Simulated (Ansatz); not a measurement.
Starting structure, Cu put at a top Tl site (Tl, R-3m (No. 166), (0 0 1) face):

```
CELL_PARAMETERS angstrom
3.46513 0.00000 0.00000
-1.73257 3.00089 0.00000
0.00000 0.00000 32.69913
ATOMIC_POSITIONS crystal
Tl 0.66667 0.33333 0.25995
Tl 0.33333 0.66667 0.34460
Tl 0.66667 0.33333 0.42709
Tl 0.33333 0.66667 0.51353
Tl 0.00000 0.00000 0.59757
Tl 0.33333 0.66667 0.68215
Cu 0.33333 0.66667 0.76717
```

These are results of DFT PBEsol, scalar-relativistic, plane waves, PAW in Ansatz 0.2.0, not measurements. Cutoff 420 eV; k points 9×9×1 on the computed 7-atom cell (Γ-centred); Gaussian smearing, width 0.10 eV; no spin polarisation. A dipole correction removes the field between periodic images along c.

Atoms 1, 2, 3 (counted from 1) are held. The cell is fixed. Force threshold 0.03 eV/Å.

| step | E − E_final (eV) | largest force (eV/Å) |
| --- | --- | --- |
| 1 | 0.090 | 0.551 |
| 2 | 0.023 | 0.353 |
| 3 | 0.009 | 0.336 |
| 4 | 0.009 | 0.136 |
| 5 | 0.000 | 0.024 |

Q: What is the final structure?

A:
```yaml
crystal:
  lattice:
    - [3.46513, 0.00000, 0.00000]
    - [-1.73257, 3.00089, 0.00000]
    - [0.00000, 0.00000, 32.69913]
  atoms:
    - { symbol: Tl, position: [0.66667, 0.33333, 0.25995] }
    - { symbol: Tl, position: [0.33333, 0.66667, 0.34460] }
    - { symbol: Tl, position: [0.66667, 0.33333, 0.42709] }
    - { symbol: Tl, position: [0.33333, 0.66667, 0.51181] }
    - { symbol: Tl, position: [0.00000, 0.00000, 0.59796] }
    - { symbol: Tl, position: [0.33333, 0.66667, 0.67938] }
    - { symbol: Cu, position: [0.33333, 0.66667, 0.75713] }
```

The end is the local minimum or symmetric point that this start leads to.

Spin–orbit coupling is left out, which can shift energies with elements as heavy as these.

The reference crystal is a form of Tl, which isn't its usual structure.